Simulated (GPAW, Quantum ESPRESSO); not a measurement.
Given: the input of a run of Quantum ESPRESSO 7.5 on CaB2. Atoms were shifted at random by some hundredths of an Å from the given cell, which wasn't relaxed again for these runs. The cell comes from a database or a generator and needn't be the stable form of this composition.

Contents of pw.in:

```
&CONTROL
  calculation = 'scf'
  prefix = 'pwscf'
  outdir = './tmp'
  pseudo_dir = './pseudo'
  tprnfor = .true.
  tstress = .true.
  disk_io = 'nowf'
/
&SYSTEM
  ibrav = 0
  nat = 3
  ntyp = 2
  ecutwfc = 55
  ecutrho = 440
  nbnd = 14
  occupations = 'smearing'
  smearing = 'fd'
  degauss = 0.00367493
/
&ELECTRONS
  conv_thr = 6d-10
  electron_maxstep = 120
  mixing_beta = 0.5
/
ATOMIC_SPECIES
Ca    40.0780 Ca_pbe_v1.uspp.F.UPF
B     10.8100 b_pbe_v1.4.uspp.F.UPF
CELL_PARAMETERS angstrom
   3.2264302843    0.0000000000    0.0000000000
  -1.6132151421    2.7941705897    0.0000000000
   0.0000000000    0.0000000000    4.0673920000
ATOMIC_POSITIONS crystal
Ca    -0.0023580000   -0.0003380000   -0.0003880000
B      0.6686930000    0.3305760000    0.4981870000
B      0.3449910000    0.6738080000    0.5078370000
K_POINTS automatic
9 9 7 0 0 0
```

Potentials or basis: SSSP 1.3 efficiency PBE.

The run is started by

```bash
$ OMP_NUM_THREADS=1 pw.x -in pw.in > pw.out
```

Problem. Set up the same calculation for GPAW 26.7.0 (ASE script). Potentials or basis there: GPAW PAW data sets (gpaw-data 1.2.1), cutoff 800 eV.

Solution. As run (cutoffs and basis follow the program's own potentials, and thresholds, step limits or extra output files can differ):

run.py

```python
from ase.dft.bandgap import bandgap
from ase.io import read, write
from ase.units import GPa
from gpaw import GPAW, PW

atoms = read('CaB2.xyz')

calc = GPAW(mode=PW(800),
            xc='PBE',
            kpts={'size': (9, 9, 7), 'gamma': True},
            occupations={'name': 'fermi-dirac', 'width': 0.05},
            nbands=17,
            convergence={'density': 1e-05, 'energy': 1e-05},
            maxiter=150,
            txt='gpaw.txt')
atoms.calc = calc
energy = atoms.get_potential_energy()
forces = atoms.get_forces()
stress = atoms.get_stress()
calc.write('gs.gpw')
write('result.traj', atoms)
print(f'Energy: {energy:.6f} eV')
print('Forces (eV/A):')
print(forces.round(4))
print('Stress (GPa):', (stress / GPa).round(3))
print('Fermi level:', round(calc.get_fermi_level(), 4), 'eV')
print(f'Gap: {bandgap(calc)[0]:.4f} eV, direct: {bandgap(calc, direct=True)[0]:.4f} eV')
```

File CaB2.xyz:

```xyz
3
Lattice="3.2264302843 0.0000000000 0.0000000000 -1.6132151421 2.7941705897 0.0000000000 0.0000000000 0.0000000000 4.0673920000" Properties=species:S:1:pos:R:3 pbc="T T T"
Ca    -0.0070626559     -0.0009444297     -0.0015781481
B      1.6242011373      0.9236857369      2.0263218183
B      0.0260921417      1.8827344967      2.0655721511
```

Potentials or basis: GPAW PAW data sets (gpaw-data 1.2.1), pw.

Command:

```bash
$ OMP_NUM_THREADS=1 python run.py
```

Both were run:

|  | Quantum ESPRESSO | GPAW |
| --- | --- | --- |
| Pressure | -0.5 GPa | 0.0 GPa |
| Largest force | 0.388 eV/Å | 0.393 eV/Å |
| Energy over the undisturbed cell | 3.1 meV/atom | 3.2 meV/atom |

Pressure is positive in compression.
